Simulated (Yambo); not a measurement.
Yambo run on Cs$_{2}$WO$_{2}$F$_{4}$ (space group C2/m, No. 12). The wavefunctions are PBEsol (pw.x of Quantum ESPRESSO, ONCV potentials, no spin-orbit coupling) ones on a 2×2×2 mesh (36 occupied bands); a = 6.3426 Å, b = 6.3426 Å, c = 4.9703 Å, α = 91.21°, β = 91.21°, γ = 58.62°.

Yambo input:

```
rim_cut
gw0
dyson
el_el_corr
HF_and_locXC
ppa
em1d
RandQpts= 1000000
RandGvec= 1 Ry
EXXRLvcs= 84 Ry
VXCRLvcs= 336 Ry
Chimod= "HARTREE"
% BndsRnXp
 2 | 320 |
%
NGsBlkXp= 1 Ry
% LongDrXp
 1.0 | 1.0 | 1.0 |
%
PPAPntXp= 27.2114 eV
% GbndRnge
 1 | 320 |
%
GTermKind= "BG"
DysSolver= "n"
ExtendOut
% QPkrange
 2 | 2 | 36 | 37 |
 4 | 4 | 36 | 36 |
 5 | 5 | 37 | 37 |
%
```

k points by index: 2 = (0, 0, -0.5), 4 = (0, -0.5, -0.5), 5 = (-0.5, -0.5, 0).

The o-*.qp file then holds:

```
#    K-point    Band    Eo [eV]    E [eV]    E-Eo [eV]    Vxc [eV]    Vnlxc [eV]    Sc|Eo [eV]    Sc|E [eV]    dSc/dw|Eo [eV]    Re(Z)    Im(Z)
#
    2    36    -0.002550    -1.901566    -1.899016    -19.59769    -25.25063    3.399901    3.753915    -5.072223    0.842883    -0.001534
    2    37    2.437007    4.653699    2.216692    -18.52322    -12.58136    -3.325258    -3.725168    -4.908702    0.847173    -0.001655
    4    36    0.000000    -1.908284    -1.908284    -19.61209    -25.27764    3.401878    3.757274    -5.067302    0.843011    -0.001528
    5    37    2.413738    4.644381    2.230643    -18.34112    -12.37110    -3.337912    -3.739385    -4.897060    0.847481    -0.001651
```
(The two width columns are left out.) Convergence of these settings isn't established.

Geometry of the Materials Project entry, not relaxed at this level.

The structure is a Materials Project entry; no match was found in the copy of COD used, and its stability was not checked.
